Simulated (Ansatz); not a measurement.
A distorted cell of HgSe (zinc blende):

```xyz
2
Lattice="0.0000 3.2879 2.8933 3.2879 0.0000 2.8933 3.2879 3.2879 0.0000" Properties=species:S:1:pos:R:3 pbc="T T T"
Se     4.9318     4.9318     4.3400
Hg     0.0000     0.0000     0.0000
```

The numbers are results of PBE (plane waves to 420 eV, PAW, scalar-relativistic; Ansatz, a quantum-chemistry and plane-wave program), not measurements. k mesh 13×13×13 (Γ-centred), Fermi-Dirac smearing 0.05 eV. E stands for the smeared free energy. Compression counts positive. With partly filled bands, the response to shear is sensitive to the k mesh, so small differences along c/a are uncertain. At this level the bands of HgSe touch or barely overlap. HgSe was relaxed with its symmetry unable to fall. Spin-orbit coupling is left out, though Hg is heavy. The relaxed volume of HgSe is well above the measured one; the method has no dispersion term.

**Question.** Give the stress tensor in GPa and the pressure.

**Answer.** 
```
   -1.6      0.0      0.0
    0.0     -1.6      0.0
    0.0      0.0      0.0
```
The pressure, a third of the trace, is -1.1 GPa.

**Question.** It is the relaxed cell deformed to V/V₀ = 1.020, (c/a)/(c/a)₀ = 0.880, c along z, fractional positions held. What is its energy relative to the relaxed cell?

**Answer.** 16 meV/atom.

(Under strain, the slope of the energy per volume gives the stress and its curvature an elastic modulus.)
